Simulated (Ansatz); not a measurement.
Relaxed-ion elastic tensor of Nb (fcc (Cu type), space group No. 225) in GPa (Voigt order), DFT-LDA in the program Ansatz with PAW potentials; density 8.70 g/cm³, 17.73 Å³ per atom.

```
-28.5    288    288    0.0    0.0    0.0
  288  -28.5    288    0.0    0.0    0.0
  288    288  -28.5    0.0    0.0    0.0
  0.0    0.0    0.0  -78.6    0.0    0.0
  0.0    0.0    0.0    0.0  -78.6    0.0
  0.0    0.0    0.0    0.0    0.0  -78.6
```

Question: Is the crystal mechanically stable?

Answer: No: the smallest eigenvalue of C is -316 GPa.

Space group Fm-3m (fcc (Cu type)). The workflow started from an entry of the Crystallography Open Database (COD), which files this formula under 2 space groups. It is not the phase usual at ambient conditions (space group No. 229). The LDA relaxation kept the symmetry of its start. At this level the phase is mechanically unstable. The run is not spin-polarised. As this level gives no gap, shear constants depend on the k-mesh and smearing (Fermi–Dirac, 0.1 eV here).

Potentials: the earlier of the program's two PAW sets.
